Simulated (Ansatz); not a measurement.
An Ansatz run on SnSe2 (CdI2 type) left the output below. The cell was relaxed with r2SCAN+rVV10 and then strained (isotropic -1.0 % on every length), with the atoms relaxed again with r2SCAN+rVV10; k points keep the names of the unstrained zone.

Structure:
```xyz
3
Lattice="3.7869 0.0000 0.0000 -1.8934 3.2795 0.0000 0.0000 0.0000 6.1648" Properties=species:S:1:pos:R:3 pbc="T T T"
Sn    0.0000    0.0000    0.0000
Se    0.0000    2.1864    1.5854
Se    1.8934    1.0932    4.5794
```

Abridged output:
```
scf.n_extra_bands = 4 over 23 filled bands (N_el = 46.0): the run solves 27 bands
Crystal: 3 atoms, lattice volume = 76.563 Å³
Basis set: ecut = 420 eV, 1509 PW (Γ)
Symmetry: 12 space group operations
Space group: P-3m1 (ITA 164)
k-points: 24 of 144
[warm-up without exact exchange]
SCF 1 stopped early in 4 iterations: F = -16963.298954 eV  dr2 = 2.88e-5
[exact exchange on]
Exchange kernel: α = 0.2500, screened, ω = 0.2079 Å⁻¹, Wigner–Seitz truncation, v(0) = 1046.5686 eV·Å³, q-mesh 6×6×4
SCF 2 stopped early in 7 iterations: F = -16970.460263 eV  dr2 = 1.43e-6
hybrid outer 1: dexx = +1.377e-2 eV, tail = 1.61e-4 eV
SCF 3 converged in 5 iterations: F = -16970.460453 eV  dr2 = 2.40e-10
hybrid outer 2: dexx = +1.052e-6 eV, tail = 4.56e-8 eV, Δε = 3.04e-3 eV, ΔF = 1.15e-2 eV/Å
SCF 4 converged in 2 iterations: F = -16970.460453 eV  dr2 = 1.56e-10
hybrid outer 3: dexx = +6.034e-10 eV, tail = 5.81e-10 eV, Δε = 4.14e-5 eV, ΔF = 1.88e-4 eV/Å
Free energy (F): -16970.460453 eV
Fermi energy:    7.726357 eV
--- Per-component energies (eV) ---
  E_band       = -978.207960
  E_kinetic    = 423.072031
  E_local      = -5971.898849
  E_nonlocal   = -1224.278500
  E_hartree    = 3068.567950
  E_xc         = -466.830532
  E_vxc        = -233.182368
  E_exx        = -173.064344
  E_paw        = -7918.489935
  E_vpaw       = 237.073778
  E_ewald      = -4705.653975
  E_core_change = -1.883087
--- Forces (eV/Å), atoms counted from 1 ---
  atom   1  Sn      0.00000      0.00000      0.00000
  atom   2  Se      0.00000      0.00000    -0.21967
  atom   3  Se      0.00000      0.00000      0.21967
--- Stress (GPa, compression-positive) ---
        1.779794       0.000000       0.000000
        0.000000       1.779794       0.000000
        0.000000       0.000000       0.617799
  P = ⅓ Tr σ = 1.3925 GPa (13.925 kbar)
--- Band table (eV; the first three rows and the last of 24) ---
  k-point 0: bands = […, 0.9193, 7.1503, 7.1503, 7.4497, 7.4497, 7.5525, 9.6094, 11.7098, 13.3985, 13.3985]
  k-point 1: bands = […, 1.4305, 6.3007, 7.0727, 7.0727, 7.5615, 7.5615, 10.5337, 11.7104, 13.2309, 13.2309]
  k-point 2: bands = […, 2.1100, 5.2084, 7.0208, 7.0208, 7.6485, 7.6485, 11.1978, 11.6335, 13.0741, 13.0741]
  k-point 23: bands = […, -0.0900, 3.1447, 3.1447, 3.6497, 7.2644, 7.2644, 10.9244, 13.0331, 13.0331, 14.7127]
```

bands.tsv, columns around the gap (it counts bands from 0):
```tsv
# k_distance	band_18	band_19	band_20	band_21	band_22	band_23	band_24	band_25	band_26
# fermi_ev = 7.726357
# [0, 0, 0] at k_distance = 0.000000
# [0.5, 0, 0] at k_distance = 0.957934
# [0.3333333333, 0.3333333333, 0] at k_distance = 1.510998
# [0, 0, 0.5] at k_distance = 2.728869
# [0.5, 0, 0.5] at k_distance = 3.686803
# [0.3333333333, 0.3333333333, 0.5] at k_distance = 4.239867
# [0, 0.148437, -0.143229] at k_distance = 5.330432
# [0, 0.453125, 0.346354] at k_distance = 6.098377
# levels_relative_to = fermi_ev
0.000	-0.576	-0.576	-0.277	-0.277	-0.174	1.883	3.983	5.672	5.672
0.958	-4.836	-3.351	-2.725	-1.463	-0.264	1.849	4.602	6.080	6.249
1.511	-3.933	-3.933	-3.623	-1.842	-1.842	1.837	7.426	7.426	8.371
2.729	-2.518	-0.706	-0.706	-0.078	-0.078	3.471	3.907	5.348	5.348
3.687	-5.395	-2.498	-2.228	-0.966	-0.751	1.367	4.926	5.562	6.559
4.240	-4.582	-4.582	-4.077	-0.462	-0.462	3.198	5.307	5.307	6.986
5.330	-2.518	-1.582	-1.367	-0.166	0.043	3.265	4.573	5.692	5.893
6.098	-5.154	-2.521	-2.472	-1.055	-0.640	1.255	5.072	6.115	6.677
```
In order the rows are Γ, M, K, A, L, H, (0, 0.148, -0.143), (0, 0.453, 0.346).

Question: What input produced it? Give the YAML.

Answer:
```yaml
crystal:
  # lattice and atoms as above
kpoints:
  mp_grid: { grid: [6, 6, 4] }
  band_path:
    path:
      - [0.0, 0.0, 0.0]
      - [0.5, 0.0, 0.0]
      - [0.3333333333, 0.3333333333, 0.0]
      - [0.0, 0.0, 0.5]
      - [0.5, 0.0, 0.5]
      - [0.3333333333, 0.3333333333, 0.5]
      - [0.0, 0.148437, -0.143229]
      - [0.0, 0.453125, 0.346354]
    npoints: 1
hamiltonian:
  xc: hse06
scf:
  occupations: { method: fixed }
  n_extra_bands: 4
output:
  forces: true
  stress: true
  eigenvalues: true
```
The exchange loop and the term E_exx show exact exchange. A single point prints forces and stress when the output block asks for them. The lines shown narrow the functional down without fixing it; this is the one that was run. This is the file that was run, less any keys that only write grids; thresholds and some counts can't be read off the log exactly.

Question: It ran on 1 × NVIDIA H100 80GB HBM3 with 2 threads of AMD EPYC 7R13 Processor (Zen 3) (shared host), load about 0.7 per core. About how long did it take, and what peak of host memory did it reach?

Answer: About 42 s, with a peak of 2.9 GiB.

Calculated for a static, non-magnetic cell.

No spin-orbit coupling is included; it can move band edges with weight on the heavy atoms by tenths of an eV.

The stress of a hybrid is loosely converged in these runs.

The meshes of the hybrids are coarse, so their gaps aren't converged to the digits shown.
